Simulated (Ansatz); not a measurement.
# TiO₂: course of a relaxation

Theory: Ansatz, DFT r2SCAN, scalar-relativistic, plane waves, PAW. (500 eV cutoff, 6×6×4 k-mesh, Gaussian smearing of 0.02 eV, no spin polarisation)

What was changed: biaxial strain in the a-b plane, c and atoms relaxed: +2.0 %.

Command:

```bash
ansatz run input.yaml --threads 1 --pin off --max-ram 2560MiB --backend cpu --events-out ev --progress --plain --runs-dir out
```

Input:

```yaml
crystal:
  lattice:
    - [3.8532631584, 0.0, 0.0]
    - [0.0, 3.8532631584, 0.0]
    - [0.0, 0.0, 9.4690173346]
  atoms:
    - { symbol: Ti, position: [0.0, 0.5, 0.75] }
    - { symbol: Ti, position: [0.5, 0.5, 0.0] }
    - { symbol: Ti, position: [0.5, 0.0, 0.25] }
    - { symbol: Ti, position: [0.0, 0.0, 0.5] }
    - { symbol: O, position: [0.0, 0.5, 0.9589863273] }
    - { symbol: O, position: [0.5, 0.5, 0.7910136727] }
    - { symbol: O, position: [0.5, 0.0, 0.0410136727] }
    - { symbol: O, position: [0.0, 0.0, 0.7089863273] }
    - { symbol: O, position: [0.5, 0.0, 0.4589863273] }
    - { symbol: O, position: [0.0, 0.0, 0.2910136727] }
    - { symbol: O, position: [0.0, 0.5, 0.5410136727] }
    - { symbol: O, position: [0.5, 0.5, 0.2089863273] }
basis:
  ecutwfc: 500
kpoints:
  mp_grid: { grid: [6, 6, 4] }
hamiltonian:
  xc: r2scan
scf:
  occupations: { method: gaussian, width: 0.02 }
output:
  forces: true
  stress: true
  eigenvalues: true
relax:
  adjacent_minimum: "off"
  f_tol: 0.008
  max_steps: 40
  cell: { stress_tol: 0.015, fix: [a, b, gamma] }
```

F is the free energy. Steps run on the plane waves of an earlier cell, but the last one, and at times one on the way, on a freshly chosen basis, so a repeated geometry can differ a little in energy. The held parts of the cell keep their stress, so P needn't end at zero.

Steps:

```
step F − F(1) (eV) largest force component (eV/Å) V (Å³/atom) P (GPa)
   1         0.0000                           0.050       11.716    -6.41
   2        -0.0164                           0.038       11.620    -5.15
   3        -0.0209                           0.005       11.544    -3.99
   4        -0.0209                           0.000       11.546    -4.05
   5        -0.0197                           0.000       11.546    -4.05
```

Relaxed structure:

```
CELL_PARAMETERS angstrom
3.85326 0.00000 0.00000
0.00000 3.85326 0.00000
0.00000 0.00000 9.33184
ATOMIC_POSITIONS crystal
Ti 0.00000 0.50000 0.75000
Ti 0.50000 0.50000 0.00000
Ti 0.50000 0.00000 0.25000
Ti 0.00000 0.00000 0.50000
O 0.00000 0.50000 0.96053
O 0.50000 0.50000 0.78947
O 0.50000 0.00000 0.03947
O 0.00000 0.00000 0.71053
O 0.50000 0.00000 0.46053
O 0.00000 0.00000 0.28947
O 0.00000 0.50000 0.53947
O 0.50000 0.50000 0.21053
```

The structure is tetragonal, space group I4_1/amd (No. 141). Conventional cell: a = 3.853 Å, b = 3.853 Å, c = 9.332 Å, α = 90.00°, β = 90.00°, γ = 90.00°. Around Ti (site symmetry -4m2) lie 6 O at 1.96 Å. O (site symmetry 2mm) is surrounded by 3 Ti at 1.96 Å.

The run converged. The run took 2.6 min on 1 thread of AMD EPYC 7R43 64-Core Processor (Zen 3) (shared host), peak memory 0.86 GiB.